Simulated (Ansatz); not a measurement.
Structure relaxation, Si2Mo

The start is a generated cell, Si2Mo built in the C49 structure type. The cell and all atomic positions are relaxed at zero pressure with r2SCAN (plane waves to 500 eV, PAW, scalar-relativistic; Ansatz, an electronic-structure program). The first steps use a coarse 7×7×7 k-mesh.

The start:
```yaml
crystal:
  lattice:
    - [1.75444, -6.92370, 0.00000]
    - [1.75444, 6.92370, 0.00000]
    - [0.00000, 0.00000, 3.45244]
  atoms:
    - { symbol: Si, position: [0.93900, 0.06100, 0.75000] }
    - { symbol: Si, position: [0.06100, 0.93900, 0.25000] }
    - { symbol: Si, position: [0.25000, 0.75000, 0.75000] }
    - { symbol: Si, position: [0.75000, 0.25000, 0.25000] }
    - { symbol: Mo, position: [0.60400, 0.39600, 0.75000] }
    - { symbol: Mo, position: [0.39600, 0.60400, 0.25000] }
```

Largest initial force: about 1.7 eV/Å, on Mo5, Mo6 (atoms numbered as listed)
Outcome: The space group stays Cmcm (No. 63) (the run could not lower it); the end is AFLOW prototype A2B_oC12_63_2c_c (C49, as in ZrSi2), with 6 atoms in the primitive cell
Energy released: 0.08 eV/atom
Shortest distances (start → end): The closest pairs of elements (up to four, under 3.6 Å), start → end: Si–Si 2.42 → 2.42 Å; Mo–Si 2.53 → 2.53 Å; Mo–Mo 3.36 → 3.39 Å
Band gap at the end: zero (metallic)
Optimiser moves: 13

The end point of the relaxation:

```cif
data_Mo4Si8
_chemical_formula_sum 'Si8 Mo4'
_space_group_name_H-M_alt 'Cmcm'
_space_group_IT_number 63
_space_group_name_Hall '-C 2c 2'
_cell_length_a 3.44299
_cell_length_b 15.01354
_cell_length_c 3.39075
_cell_angle_alpha 90.000
_cell_angle_beta 90.000
_cell_angle_gamma 90.000
loop_
_atom_site_label
_atom_site_type_symbol
_atom_site_symmetry_multiplicity
_atom_site_Wyckoff_symbol
_atom_site_fract_x
_atom_site_fract_y
_atom_site_fract_z
_atom_site_occupancy
Si1 Si 4 c 0.00000 0.05938 0.25000 1
Si2 Si 4 c 0.00000 0.24865 0.75000 1
Mo1 Mo 4 c 0.00000 0.37446 0.25000 1
```
(The calculation used a cell of 6 atoms; values per cell refer to that cell.)

Final values are on a 14×14×14 k-mesh of the relaxed cell. No spin polarisation in the result.

The run could not lose the symmetry of its start: the end is stationary, and may be a saddle point rather than a minimum.

The relaxed structure here is a generated cell of Si2Mo: the first start was made by placing the elements on the sites of a structure type, and the end was not matched to a known phase here, so it may be hypothetical. Known forms of Si2Mo include space group No. 139.
